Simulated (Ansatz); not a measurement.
KF (rock salt, Fm-3m), the program Ansatz at the r²SCAN level (PAW): ε∞ = 1.93, cell volume 37.62 Å³. Infrared-active transverse modes:

```csv
ω_TO (cm⁻¹),oscillator strength S_xx (e²/amu)
193.5,0.1002
```

Problem. Compute the static dielectric constant.

Solution. Each mode adds (4.921e7/V) S/ω²: 3.50. So ε0 = 5.43.

Problem. What LO frequency does the Lyddane–Sachs–Teller relation give?

Solution. ω_LO = ω_TO √(ε0/ε∞) = 324 cm⁻¹.

The cell was relaxed with r²SCAN under the symmetry of its start.

Potentials: the earlier of the program's two PAW sets. The files were generated under PBE; for other functionals the program regenerates the frozen cores, and for LDA and PBEsol the local potential too.
